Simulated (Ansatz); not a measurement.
InPt$_{3}$C (anti-perovskite, Pm-3m) at seven volumes, PBEsol in the plane-wave PAW code Ansatz, scaled uniformly. One row is withheld.

```json
[
 {"V (Å³/atom)": "13.461", "P (GPa)": "26.34"},
 {"V (Å³/atom)": "13.905", "P (GPa)": "15.94"},
 {"V (Å³/atom)": "14.349", "P (GPa)": "7.25"},
 {"V (Å³/atom)": "14.793", "P (GPa)": "0.00"},
 {"V (Å³/atom)": "15.236", "P (GPa)": "?"},
 {"V (Å³/atom)": "15.680", "P (GPa)": "-11.08"},
 {"V (Å³/atom)": "16.124", "P (GPa)": "-15.25"}
]
```

Question: Fit the shown pressures and predict the withheld one.

Answer: Third-order Birch–Murnaghan: P = (3/2)B₀(x^(7/2) − x^(5/2))[1 + (3/4)(B′ − 4)(x − 1)] with x = (V₀/V)^(2/3). Least squares on the six rows gives V₀ = 14.793 Å³/atom, B₀ = 220.0 GPa, B′ = 5.03. At V = 15.236, x = 0.9805 and P = -6.03 GPa. The run itself gave -6.05 GPa.

The start of the workflow was typed in or built on a structure type; neither database checked (COD, Materials Project) lists it. Its standing as an ambient phase is unchecked. The PBEsol relaxation kept the symmetry of its start. At this level the phase is dynamically unstable (imaginary phonons). The run is not spin-polarised. Its formation energy is positive at this level, so the cell may be metastable or incomplete. Spin–orbit coupling is left out wherever it is not named.

Potentials: the later of the program's two PAW sets.
